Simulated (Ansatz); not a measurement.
Relaxed-ion elastic tensor of LiF (rock salt, Fm-3m) in GPa (Voigt order), LDA (plane waves, PAW; program Ansatz); density 2.89 g/cm³, 7.46 Å³ per atom.

|  | 1 | 2 | 3 | 4 | 5 | 6 |
|---|---|---|---|---|---|---|
| 1 | 159 | 51.0 | 51.0 | 0.0 | 0.0 | 0.0 |
| 2 | 51.0 | 159 | 51.0 | 0.0 | 0.0 | 0.0 |
| 3 | 51.0 | 51.0 | 159 | 0.0 | 0.0 | 0.0 |
| 4 | 0.0 | 0.0 | 0.0 | 68.9 | 0.0 | 0.0 |
| 5 | 0.0 | 0.0 | 0.0 | 0.0 | 68.9 | 0.0 |
| 6 | 0.0 | 0.0 | 0.0 | 0.0 | 0.0 | 68.9 |

Question: Is the crystal mechanically stable?

Answer: Yes: the smallest eigenvalue of C is 68.9 GPa.

Question: Work out the Voigt, Reuss and Hill averages.

Answer: K_V = 86.9, K_R = 86.9, K_H = 86.9; G_V = 62.8, G_R = 61.9, G_H = 62.4 GPa.

Question: Give Young's modulus, Poisson's ratio, Pugh's ratio and the universal anisotropy index.

Answer: E = 9KG/(3K + G) = 151 GPa; ν = 0.21; K/G = 1.39 (brittle by the Pugh limit of 1.75); A_U = 5G_V/G_R + K_V/K_R − 6 = 0.07.

Question: Estimate the sound speeds and the Debye temperature.

Answer: v_l = √((K + 4G/3)/ρ) = 7670 m/s, v_t = √(G/ρ) = 4650 m/s, mean 5140 m/s; Θ = (h/k)(3n/4πV)^(1/3) v_m = 783 K.

Question: Give the Zener ratio and Young's modulus along [100], [110] and [111].

Answer: A = 2C44/(C11 − C12) = 1.28; 1/E = S11 − 2(S11 − S12 − S44/2)Γ with Γ = 0, 1/4, 1/3 gives 134, 155, 163 GPa.

The LDA relaxation kept the symmetry of its start.

Potentials: the earlier of the program's two PAW sets. The files were generated under PBE; for other functionals the program regenerates the frozen cores, and for LDA and PBEsol the local potential too.
